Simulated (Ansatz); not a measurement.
Sn$_{2}$Pt: sound and stiffness along [100], [110] and [111]

All numbers below come from Ansatz, DFT LDA, scalar-relativistic, plane waves, PAW. Cutoff 420 eV, 12×12×12 k-points (Γ-centred), Fermi-Dirac smearing of 0.15 eV. No spin polarisation.

Relaxed structure:
```
Sn Pt
1.0
     0.00000    3.20408    3.20408
     3.20408    0.00000    3.20408
     3.20408    3.20408    0.00000
Sn Pt
2 1
Cartesian
  1.6020 1.6020 1.6020
  4.8061 4.8061 4.8061
  0.0000 0.0000 0.0000
```

In a metal, frequencies and elastic constants depend on the k mesh and the smearing, soft modes and shear constants most. Spin–orbit coupling is left out, which can shift energies with elements as heavy as these.

With ions relaxed, on the cubic axes: C11 = 156.1, C12 = 91.8, C44 = 22.8 GPa. The density is 10.917 g/cm³.

Question: Is the crystal stable against strain, and how anisotropic is it?

Answer: Born's conditions hold: C11 + 2C12 = 339.7, C11 − C12 = 64.3 and C44 = 22.8 GPa are all positive. B = (C11 + 2C12)/3 = 113.2 GPa. The two shear moduli are C44 and C′ = (C11 − C12)/2 = 32.2 GPa, so Zener's ratio is A = C44/C′ = 0.71: the shear C44 is the soft one, as in NaCl, KCl, the halide perovskites and the bcc metals V, Nb, Cr and Mo. The Cauchy pressure C12 − C44 is 69.0 GPa; it would vanish for pair forces between atoms on inversion centres at zero pressure, and a positive value is usual with metallic or many-body binding, and where atoms off inversion centres relax under shear, which lowers C44.

Question: Give the sound speeds along the three symmetry directions.

Answer: The Christoffel equation gives ρv² for each branch:
```tsv
direction	branch	ρv²	GPa	v (m/s)
[100]	L	C11	156.1	3782
[100]	T (×2)	C44	22.8	1446
[110]	L	(C11 + C12 + 2C44)/2	146.8	3667
[110]	T, u ∥ [001]	C44	22.8	1446
[110]	T, u ∥ [1-10]	(C11 − C12)/2	32.2	1716
[111]	L	(C11 + 2C12 + 4C44)/3	143.7	3628
[111]	T (×2)	(C11 − C12 + C44)/3	29.0	1631
```

Question: How does Young's modulus depend on direction?

Answer: Inverting gives S11 = 11.348, S12 = -4.202, S44 = 43.802 TPa⁻¹. Along a unit vector (l, m, n), 1/E = S11 − 2(S11 − S12 − S44/2)(l²m² + m²n² + n²l²), where the last bracket is 0, 1/4 and 1/3 for [100], [110] and [111]: E = 88, 69 and 64 GPa. With A < 1 the cube edge is stiffest. For a film on (001), the biaxial modulus is C11 + C12 − 2C12²/C11 = 140 GPa and the normal strain is −2C12/C11 = -1.18 times the in-plane one.